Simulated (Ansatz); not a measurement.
B:
```yaml
crystal:
  lattice:
    - [1.46825, -2.66149, 0.00000]
    - [1.46825, 2.66149, 0.00000]
    - [0.00000, 0.00000, 3.26614]
  atoms:
    - { symbol: B, position: [0.84415, 0.15585, 0.09020] }
    - { symbol: B, position: [0.65585, 0.34415, 0.59020] }
    - { symbol: B, position: [0.34415, 0.65585, 0.40980] }
    - { symbol: B, position: [0.15585, 0.84415, 0.90980] }
```

Relaxed with r²SCAN. Special points in fractions of this cell's reciprocal vectors: Γ (0.000, 0.000, 0.000); Y (-0.500, 0.500, 0.000); C0 (-0.326, 0.674, 0.000); Σ0 (0.326, 0.326, 0.000); Z (0.000, 0.000, 0.500); A0 (0.326, 0.326, 0.500); E0 (-0.326, 0.674, 0.500); T (-0.500, 0.500, 0.500); S (0.000, 0.500, 0.000); R (0.000, 0.500, 0.500).

Question: List the band energies nearest the Fermi level at these points for the program Ansatz at the r²SCAN level (PAW).

Answer: In eV from the Fermi level; about four levels below and three above (degenerate sets whole), none deeper than 8.9 eV; points with the same levels are listed once.

| k | below | above |
|---|---|---|
| Γ | -8.31 -6.33 -4.74 -3.68 | 0.62 1.00 2.70 |
| Y | -5.57 -3.74 -2.11 -0.41 | 0.86 4.95 5.08 |
| C0 | -4.98 -4.68 -1.49 | 1.45 2.51 2.95 |
| Z | -1.92 -1.92 -1.60 -1.60 | 1.08 1.08 6.84 6.84 |
| A0 | -8.02 -8.02 | 7.34 7.34 8.01 8.01 |
| T | -4.00 -4.00 | 0.90 0.90 9.88 9.88 |
| S | -5.91 -5.91 -4.83 -4.83 | 1.66 1.66 6.42 6.42 |
| R | -4.54 -4.54 | 2.16 2.16 11.02 11.02 |

Space group Cmce. The start of the workflow was typed in or built on a structure type; neither database checked (COD, Materials Project) lists it. It is not the phase usual at ambient conditions (space group No. 166). The r²SCAN relaxation kept the symmetry of its start; whether a distortion lowers the energy is not shown.

Potentials: the later of the program's two PAW sets.
